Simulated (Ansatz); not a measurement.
BW:
```yaml
crystal:
  lattice:
    - [1.57713, -4.22311, 0.00000]
    - [1.57713, 4.22311, 0.00000]
    - [0.00000, 0.00000, 3.08151]
  atoms:
    - { symbol: B, position: [0.56131, 0.43869, 0.75000] }
    - { symbol: B, position: [0.43869, 0.56131, 0.25000] }
    - { symbol: W, position: [0.85524, 0.14476, 0.75000] }
    - { symbol: W, position: [0.14476, 0.85524, 0.25000] }
```

Relaxed with PBEsol. Special points in fractions of this cell's reciprocal vectors: Γ (0.000, 0.000, 0.000); Y (-0.500, 0.500, 0.000); C0 (-0.285, 0.715, 0.000); Σ0 (0.285, 0.285, 0.000); Z (0.000, 0.000, 0.500); A0 (0.285, 0.285, 0.500); E0 (-0.285, 0.715, 0.500); T (-0.500, 0.500, 0.500); S (0.000, 0.500, 0.000); R (0.000, 0.500, 0.500).

List the band energies nearest the Fermi level at these points for the program Ansatz at the PBEsol level (PAW).

In eV from the Fermi level; about four levels below and three above (degenerate sets whole), none deeper than 8.9 eV; points with the same levels are listed once.

```csv
k,below,above
Γ,-2.85 -1.33 -0.72 -0.01,1.19 1.19 2.26
Y,-4.73 -3.67 -0.67 -0.20,0.87 0.90 2.07
C0,-2.55 -2.50 -1.53 -0.67,1.39 2.36 2.49
Z,-5.25 -5.25 -3.81 -3.81,2.21 2.21 2.48 2.48
A0,-5.11 -5.11 -3.00 -3.00,1.58 1.58 2.73 2.73
T,-3.37 -3.37 -1.17 -1.17,0.01 0.01 2.59 2.59
S,-3.15 -2.45 -0.65 -0.04,1.41 1.48 2.41
R,-5.24 -5.24 -3.18 -3.18,2.26 2.26 2.84 2.84
```

Space group Cmcm. The workflow started from a Materials Project entry (that database holds measured and hypothetical structures alike); the Crystallography Open Database copy checked does not list it. COD files the formula under space group No. 141. Whether it is the stable phase at ambient conditions was not checked. The PBEsol relaxation kept the symmetry of its start; whether a distortion lowers the energy is not shown. The run is not spin-polarised. Spin–orbit coupling is left out wherever it is not named.

Potentials: the later of the program's two PAW sets.
